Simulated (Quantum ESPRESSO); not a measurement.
Parts of the isotropic shielding in Li$_{2}$O, by GIPAW with PBE in a modified build of Quantum ESPRESSO, on JTH PAW datasets, 22.5 Ha, k-mesh 5×5×5 shifted:

```
CELL_PARAMETERS angstrom
      0.00000     2.31522     2.35012
      2.31522     0.00000     2.35012
      2.31522     2.31522     0.00000
ATOMIC_POSITIONS crystal
  Li 0.75000 0.75000 0.75000
  Li 0.25000 0.25000 0.25000
  O  0.00000 0.00000 0.00000
```
The cell was made here from a computed Materials Project entry: strained by +1 % along the cube axis and by -0.5 % across it, atoms relaxed (PBE without dispersion, pw.x of Quantum ESPRESSO, symmetry kept). The parent is Li2O in Fm-3m. Stability against distortions was not tested.

The core term is that of the free atom's frozen core; the paramagnetic column sums the reconstruction terms. Shieldings are absolute and leave out the bulk-susceptibility term; a larger σ means a smaller chemical shift. By our sweeps, such settings leave a few ppm in absolute σ.

| site | core | bare (smooth current) | diamagnetic correction | paramagnetic corrections | σ_iso (ppm) |
|---|---|---|---|---|---|
| Li (atoms 1, 2) | 0.0 | 11.4 | 69.6 | (withheld) | (withheld) |
| O (atom 3) | 271.1 | 57.0 | 26.0 | (withheld) | (withheld) |

**Question.** What belongs in the gaps?

**Answer.** 
- Li (atoms 1, 2), paramagnetic corrections: -2.8
- Li (atoms 1, 2), σ_iso (ppm): 78.2
- O (atom 3), paramagnetic corrections: -150.5
- O (atom 3), σ_iso (ppm): 203.6
